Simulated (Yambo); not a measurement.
A G0W0@PBEsol run in Yambo for a free-standing CdO2H2 monolayer (symmetry P-3m1, slab cell 17.3 Å high) (6×6×1 Γ-centred k mesh, bands 5 to 172 and a 8 Ry block in the screening, 172 bands in G with the Bruneval-Gonze terminator, plasmon pole fitted at 27.2 eV, slab-truncated Coulomb interaction, stochastic integration of W near q = 0) gives these matrix elements, in eV, at the band edges (Γ → Γ):

```csv
state,E0,<Vxc>,<Σx>,<Σc(E0)>,Z
valence edge,0.000,-21.646,-27.434,3.778,0.804
conduction edge,2.263,-8.668,-5.285,-2.121,0.886
```

### Question
Solve the linearised quasiparticle equation for both states, give the gap, and say how exchange and correlation each act on it.

### Answer
E = E0 + Z(Σx + Σc − Vxc). Valence: 0.000 + 0.804 × (-27.434 + (3.778) − (-21.646)) = -1.62 eV. Conduction: 2.263 + 0.886 × (-5.285 + (-2.121) − (-8.668)) = 3.38 eV. The gap is 5.00 eV, against 2.26 eV in PBEsol. Replacing Vxc by bare exchange alone would open it by 9.17 eV; correlation takes back 5.90 eV of that, and Z scales what is left. Nearest settings tried, and what they do to the gap: 110 bands in G: +6 meV; 79 bands in W: +173 meV; 7 Ry block (393 vectors against 443): -12 meV. Not varied: mesh, cell height. So the settings aren't converged at that level. Spin-orbit splittings are left out.

Geometry relaxed with PBEsol; primitive cell a = 3.509 Å, b = 3.509 Å, c = 17.300 Å, α = 90.00°, β = 90.00°, γ = 120.00°.

This is a model layer cut from the bulk structure; whether it is stable on its own was not checked.
